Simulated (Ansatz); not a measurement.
TaAl:
```cif
data_AlTa
_chemical_formula_sum 'Ta1 Al1'
_space_group_name_H-M_alt 'P 1'
_space_group_IT_number 1
_cell_length_a 3.20809
_cell_length_b 3.20809
_cell_length_c 3.20809
_cell_angle_alpha 90.000
_cell_angle_beta 90.000
_cell_angle_gamma 90.000
loop_
_space_group_symop_operation_xyz
  'x, y, z'
loop_
_atom_site_label
_atom_site_type_symbol
_atom_site_fract_x
_atom_site_fract_y
_atom_site_fract_z
_atom_site_occupancy
Ta1 Ta 0.00000 0.00000 0.00000 1
Al1 Al 0.50000 0.50000 0.50000 1
```

Relaxed with r²SCAN.

Tabulate the valence density and the electron localisation function along the shortest Ta–Al contact (2.78 Å), r²SCAN (plane waves, PAW; program Ansatz).



| distance from Ta (Å) | density (e/Å³) | ELF |
|---|---|---|
| 0.28 | 4.47 | 0.33 |
| 0.42 | 4.73 | 0.64 |
| 0.56 | 3.89 | 0.74 |
| 0.69 | 2.49 | 0.70 |
| 0.83 | 1.28 | 0.51 |
| 0.97 | 0.63 | 0.25 |
| 1.11 | 0.38 | 0.14 |
| 1.25 | 0.28 | 0.17 |
| 1.39 | 0.25 | 0.29 |
| 1.53 | 0.24 | 0.43 |
| 1.67 | 0.24 | 0.52 |
| 1.81 | 0.24 | 0.52 |
| 1.94 | 0.22 | 0.42 |
| 2.08 | 0.17 | 0.23 |
| 2.22 | 0.12 | 0.07 |
| 2.36 | 0.08 | 0.02 |
| 2.50 | 0.06 | 0.04 |

The density is the valence pseudo-density with augmentation charge, so density and ELF within about 1 Å of a nucleus are not all-electron values.

Space group Pm-3m (CsCl type). The start of the workflow was typed in or built on a structure type; neither database checked (COD, Materials Project) lists it. Its standing as an ambient phase is unchecked. The cell was relaxed with r²SCAN under the symmetry of its start. At this level the phase is mechanically unstable. No spin polarisation was allowed. Spin–orbit coupling is left out wherever it is not named.

Potentials: the earlier of the program's two PAW sets.
